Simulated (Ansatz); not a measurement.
This is a single-point calculation with the plane-wave code Ansatz on PbO (started from an entry of an open crystallographic database); the level of theory is PBE. The cell was relaxed with r2SCAN+rVV10 and then strained, so it isn't that functional's minimum.

input.yaml:
```yaml
crystal:
  lattice:
    - [3.9804038992, 0.0, 0.0]
    - [0.0, 3.9804038992, 0.0]
    - [0.0, 0.0, 5.0009130541]
  atoms:
    - { symbol: Pb, position: [0.0, 0.5, 0.2366325577] }
    - { symbol: Pb, position: [0.5, 0.0, 0.7633674423] }
    - { symbol: O, position: [0.0, 0.0, 0.0] }
    - { symbol: O, position: [0.5, 0.5, 0.0] }
kpoints:
  mp_grid: { grid: [6, 6, 6] }
  band_path:
    path:
      - [0.0, 0.0, 0.0]
      - [0.0, 0.5, 0.0]
      - [0.5, 0.5, 0.0]
      - [0.0, 0.0, 0.5]
      - [0.0, 0.5, 0.5]
      - [0.5, 0.5, 0.5]
      - [-0.078125, -0.072917, 0.0]
    npoints: 1
hamiltonian:
  xc: pbe
scf:
  occupations: { method: fermi_dirac, width: 0.02 }
  n_extra_bands: 5
output:
  forces: true
  stress: true
  eigenvalues: true
```

Run as `ansatz run input.yaml --threads 4 --pin off --max-ram 5529MiB --backend cpu --events-out ev --progress --plain --runs-dir out`. It took 3.2 s on 4 threads of Arm Neoverse N1, with other jobs on the host; peak host memory 0.39 GiB.

Task: What does the program print?

Result: Output, abridged:
```
Pseudopotential: Pb, paw, valence charge 14, recommended cutoff 420 eV (normal)
Pseudopotential: O, paw, valence charge 6, recommended cutoff 420 eV (normal)
Functional definition: PBE
Crystal: 4 atoms, lattice volume = 79.233 Å³
Basis set: ecut = 420 eV, 1569 PW (Γ)
Bands: 25, of which v1, the nominal top of the filled ones, is band 20 counted from 1 (19 counted from 0)
Symmetry: 16 space group operations
Space group: P4/nmm (ITA 129)
k-points: 40 of 216
SCF 1 converged in 6 iterations: F = -24947.052207 eV  dr2 = 3.93e-8
SCF converged after 6 iterations
Free energy (F): -24947.052207 eV
Fermi energy:    9.199097 eV
--- Forces (eV/Å), atoms counted from 1 ---
  atom   1  Pb      0.00000      0.00000      0.35708
  atom   2  Pb      0.00000      0.00000    -0.35708
  atom   3  O       0.00000      0.00000      0.00000
  atom   4  O       0.00000      0.00000      0.00000
--- Stress (GPa, compression-positive) ---
        4.786567       0.000000       0.000000
        0.000000       4.786567       0.000000
        0.000000       0.000000       3.885963
  P = ⅓ Tr σ = 4.4864 GPa (44.864 kbar)
```
Only the leading digits can be foreseen; the rest is this run's record.

bands.tsv, columns around the gap (it counts bands from 0):
```tsv
# k_distance	band_15	band_16	band_17	band_18	band_19	band_20	band_21	band_22	band_23
# fermi_ev = 9.199097
# [0, 0, 0] at k_distance = 0.000000
# [0, 0.5, 0] at k_distance = 0.789265
# [0.5, 0.5, 0] at k_distance = 1.578530
# [0, 0, 0.5] at k_distance = 2.859357
# [0, 0.5, 0.5] at k_distance = 3.648621
# [0.5, 0.5, 0.5] at k_distance = 4.437886
# [-0.078125, -0.072917, 0] at k_distance = 5.868038
# levels_relative_to = fermi_ev
0.000	-4.899	-2.324	-2.293	-2.293	-0.615	1.795	4.917	5.035	5.035
0.789	-3.811	-3.634	-3.634	-2.268	-2.268	2.812	2.812	5.995	5.995
1.579	-4.044	-2.260	-2.260	-1.666	-1.666	0.608	0.608	4.712	4.712
2.859	-4.737	-2.365	-2.320	-2.320	-1.547	1.380	3.407	3.407	3.640
3.649	-4.298	-3.599	-3.599	-1.603	-1.603	2.491	2.491	5.721	5.721
4.438	-4.499	-2.847	-2.847	-1.668	-1.668	2.861	2.861	4.171	4.171
5.868	-4.770	-2.569	-2.532	-2.161	-0.603	2.116	4.442	4.543	5.418
```
In order the rows are Γ, X, M, Z, R, A, (-0.078, -0.073, 0).

PBE gives an indirect gap of 1.21 eV, from k = (-0.078, -0.073, 0) to M; the least direct gap is 2.27 eV at M. The gap is the least over the mesh and the extra points. With the atoms held, the mean pressure is +4.49 GPa (compression positive). The largest force is 0.36 eV/Å.

Spin-unpolarised throughout; all numbers are computed.

Spin-orbit coupling is left out; in compounds of Pb, Bi, Tl or Hg it can lower a gap by up to about 1 eV, split its edges or invert the bands.
